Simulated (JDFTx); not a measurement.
Reference run:

Ir(110) slab cut from bulk Ir (space group Fm-3m, indices of the conventional cell, lattice of the Materials Project entry mp-101, not re-optimised): 5 atoms in 5 planes, a 1x1 cell of 10.50 Å² (|a| = 3.854, |b| = 2.725 Å), 5.5 Å between the outermost planes, cell height 21.5 Å, 6×8×1 k mesh, Fermi smearing 0.01 Ha, no spin polarisation.

Reference level: PBE, GBRV ultrasoft potentials, plane waves to 20/100 Ha, in JDFTx (a modified build). Unrelaxed; liquid: CANDLE, water, 1 M NaF. SHE scale: U = −μ/e − 4.44 V, by convention. LDA and PBEsol take their own potentials, PW91 and RPBE those of PBE; the lattice is kept.

```csv
functional,work function (eV),U_pzc (V),mean C above U_pzc (μF/cm²),k states × plane waves,"cycles, vacuum run","rough core time, vacuum run"
LDA,5.41,0.67,14 over 0.5 V,20 × 6506,22,8 min
PBE,5.04,0.29,14 over 0.5 V,20 × 6506,21,7 min
PBEsol,5.16,0.41,14 over 0.5 V,20 × 6506,21,7 min
PW91,[?],[?],14 over 0.5 V,20 × 6506,22,7 min
RPBE,4.88,0.12,15 over 0.5 V,20 × 6506,21,9 min
```

Question: Complete the blanks.

Answer: 
- PW91, work function (eV): 5.10
- PW91, U_pzc (V): 0.35

Core times come from shared machines and are rough, one run each.
